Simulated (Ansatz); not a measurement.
Relaxed-ion elastic tensor of Sn (diamond, Fd-3m) in GPa (Voigt order), LDA (plane waves, PAW; program Ansatz); density 5.81 g/cm³, 33.91 Å³ per atom.

```
66.3  34.0  34.0   0.0   0.0   0.0
34.0  66.3  34.0   0.0   0.0   0.0
34.0  34.0  66.3   0.0   0.0   0.0
 0.0   0.0   0.0  28.5   0.0   0.0
 0.0   0.0   0.0   0.0  28.5   0.0
 0.0   0.0   0.0   0.0   0.0  28.5
```

Q: Is the crystal mechanically stable?

A: Yes: the smallest eigenvalue of C is 28.5 GPa.

Q: Work out the Voigt, Reuss and Hill averages.

A: K_V = 44.7, K_R = 44.7, K_H = 44.7; G_V = 23.6, G_R = 21.8, G_H = 22.7 GPa.

Q: Give Young's modulus, Poisson's ratio, Pugh's ratio and the universal anisotropy index.

A: E = 9KG/(3K + G) = 58.2 GPa; ν = 0.28; K/G = 1.97 (ductile by the Pugh limit of 1.75); A_U = 5G_V/G_R + K_V/K_R − 6 = 0.40.

Q: Estimate the sound speeds and the Debye temperature.

A: v_l = √((K + 4G/3)/ρ) = 3590 m/s, v_t = √(G/ρ) = 1980 m/s, mean 2200 m/s; Θ = (h/k)(3n/4πV)^(1/3) v_m = 203 K.

Q: Give the Zener ratio and Young's modulus along [100], [110] and [111].

A: A = 2C44/(C11 − C12) = 1.77; 1/E = S11 − 2(S11 − S12 − S44/2)Γ with Γ = 0, 1/4, 1/3 gives 43.2, 60.9, 70.5 GPa.

Q: Solve the Christoffel equation for the three sound speeds along [100], [110], [111].

A: Eigenvalues of C_ijkl n_j n_l equal ρv². In km/s, slowest first: [100] 2.21, 2.21, 3.38; [110] 1.67, 2.21, 3.68; [111] 1.87, 1.87, 3.77.

This is a known low-temperature phase of the composition, computed here at zero pressure and temperature. The cell was relaxed with LDA under the symmetry of its start; its stability against distortions is not shown here. As this level gives no gap, shear constants depend on the k-mesh and smearing (Fermi–Dirac, 0.1 eV here). Spin–orbit coupling is left out wherever it is not named.

Potentials: the earlier of the program's two PAW sets. The files were generated under PBE; for other functionals the program regenerates the frozen cores, and for LDA and PBEsol the local potential too.
